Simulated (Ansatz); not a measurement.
This Ta₄O structure is the end of a relaxation. The cell was found from a structure generator's guess, not taken from experiment.

All numbers below come from DFT PBE, scalar-relativistic, plane waves, PAW in Ansatz 0.2.0. Cutoff 420 eV, Γ-centred mesh, Gaussian smearing, no spin polarisation.

```yaml
crystal:
  lattice:
    - [5.37328, 0.00000, 0.00000]
    - [-2.68664, 4.65340, 0.00000]
    - [0.00000, 0.00000, 3.78408]
  atoms:
    - { symbol: Ta, position: [0.50000, 0.00000, 0.50000] }
    - { symbol: Ta, position: [0.00000, 0.50000, 0.50000] }
    - { symbol: Ta, position: [0.50000, 0.50000, 0.50000] }
    - { symbol: Ta, position: [0.00000, 0.00000, 0.00000] }
    - { symbol: O, position: [0.00000, 0.00000, 0.50000] }
```

Formation energies are uncorrected and refer to the elements' standard structures at the same level (O₂ as a molecule).

Question: What space group does it have?

Answer: P6/mmm (No. 191). Conventional cell: a = 5.373 Å, c = 3.784 Å. Around Ta on a site of symmetry mmm lie 4 Ta at 2.69 Å, 2 O at 2.69 Å and 4 Ta at 3.29 Å; around Ta on a site of symmetry 6/mmm lie 2 O at 1.89 Å and 12 Ta at 3.29 Å; around O lie 2 Ta at 1.89 Å and 6 Ta at 2.69 Å.

Question: How far does it lie from the elements in energy?

Answer: +0.53 eV/atom. The separate elements lie lower, so it is unstable against them.

Question: Is it a metal?

Answer: Yes, bands cross the Fermi level on the 12×12×10 mesh.

The last run used a 12×12×10 mesh (in the run's order of axes) for its 5-atom cell and Gaussian smearing of 0.10 eV. These runs have no spin–orbit coupling, which can matter for Ta. A later test with randomly moved atoms led to a structure 1224 meV/atom lower, so this end is a saddle point or a shallow minimum.
